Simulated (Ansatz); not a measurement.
The start is a relaxed TiAl3 cell displaced along its unstable phonon at q = Γ (177i cm⁻¹), largest move 0.15 Å. Cell shape, volume and atoms are optimised at zero target pressure with PBEsol (plane waves to 420 eV, PAW, scalar-relativistic; Ansatz, a program for electronic structure). The first steps use a coarse 5×5×11 k-mesh.

Starting cell:
```
TiAl3
1.0
    7.48282     0.00000     0.00000
   -3.74141     6.48031     0.00000
    0.00000     0.00000     2.85959
Al Ti
6 2
Direct
  0.32339   0.00000   0.00000
  0.30851   0.30851   0.50000
  0.00000   0.32339   0.00000
  0.69149   0.00000   0.50000
  0.67661   0.67661   0.00000
  0.00000   0.69149   0.50000
  0.33333   0.66667   0.30246
  0.66667   0.33333   0.69754
```

Largest initial force: 0.63 eV/Å, on Ti7, Ti8 (atoms numbered as listed)
Energy released: 0.17 eV/atom
Volume change: -3.4 %, from 17.33 to 16.75 Å³/atom
Relative to the parent: It does not go back: it reaches P-62m (No. 189), 0.18 eV/atom below the parent
Shortest distances (start → end): The closest pairs of elements (up to four, under 3.6 Å), start → end: Al–Ti 2.65 → 2.71 Å; Al–Al 2.76 → 2.81 Å; Ti–Ti 2.86 → 2.97 Å
Band gap at the end: no gap (metallic)
Optimiser moves: 11

It ends as:

```cif
data_Al6Ti2
_chemical_formula_sum 'Al6 Ti2'
_space_group_name_H-M_alt 'P-62m'
_space_group_IT_number 189
_space_group_name_Hall 'P -6 -2'
_cell_length_a 7.21899
_cell_length_b 7.21899
_cell_length_c 2.96925
_cell_angle_alpha 90.000
_cell_angle_beta 90.000
_cell_angle_gamma 120.000
loop_
_atom_site_label
_atom_site_type_symbol
_atom_site_symmetry_multiplicity
_atom_site_Wyckoff_symbol
_atom_site_fract_x
_atom_site_fract_y
_atom_site_fract_z
_atom_site_occupancy
Al1 Al 3 f 0.00000 0.37501 0.00000 1
Al2 Al 3 g 0.24443 0.24443 0.50000 1
Ti1 Ti 2 d 0.33333 0.66667 0.50000 1
```

Final values are on a 8×8×16 k-mesh of the relaxed cell. No spin polarisation in the result.

The run could not lose the symmetry of its start, so the end can be a saddle point.

The relaxed structure here is a generated cell of TiAl3: the first start was made by placing the elements on the sites of a structure type, and the end was not matched to a known phase here, so it may be hypothetical. Known forms of TiAl3 include space group No. 139.
